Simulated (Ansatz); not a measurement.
A geometry of Be away from equilibrium: step 2 of the relaxation of a relaxed Be cell, doubled along one cell vector, shaken by Gaussian noise of σ = 0.08 Å a coordinate. These are PBE (plane waves to 420 eV, PAW, scalar-relativistic; Ansatz, a program for electronic structure) values and carry that method's errors. Γ-centred k-mesh 9×5×16 on the run's cell (coarser than for final values), Fermi–Dirac smearing 0.05 eV.

```xyz
6
Lattice="4.2712 -0.0091 0.0096 -4.2870 7.3770 0.0102 0.0045 0.0054 2.0118" Properties=species:S:1:pos:R:3:forces:R:3 pbc="T T T" free_energy=-551.648 pressure_GPa=0.4
Be     2.1293     0.0287     1.2621   -0.1320    0.3725    1.0102
Be    -0.0385     3.7219     1.1609   -0.1121   -0.3564    0.6764
Be     0.9632     1.8478     0.8643    0.2283   -0.1011   -0.2296
Be    -1.1333     5.5581     1.2583    0.0106   -0.1028    0.4743
Be    -1.1493     1.8437     0.7316   -0.0445    0.1587   -0.9727
Be    -3.2722     5.6030     1.0109    0.0497    0.0291   -0.9586
```

Positions in Å, forces in eV/Å, free energy of the cell in eV (comparable only within this code, potentials and settings). Largest force: 1.08 eV/Å, on Be1 (atoms numbered as listed); the geometry lies 0.82 eV/atom above the end of its relaxation.

No spin polarisation in the result.

Of the parent cell (P6/mmm (No. 191)): it is a generated cell of Be: the first start was made by placing the elements on the sites of a structure type, and the end was not matched to a known phase here, so it may be hypothetical. Known forms of Be include space group No. 194.
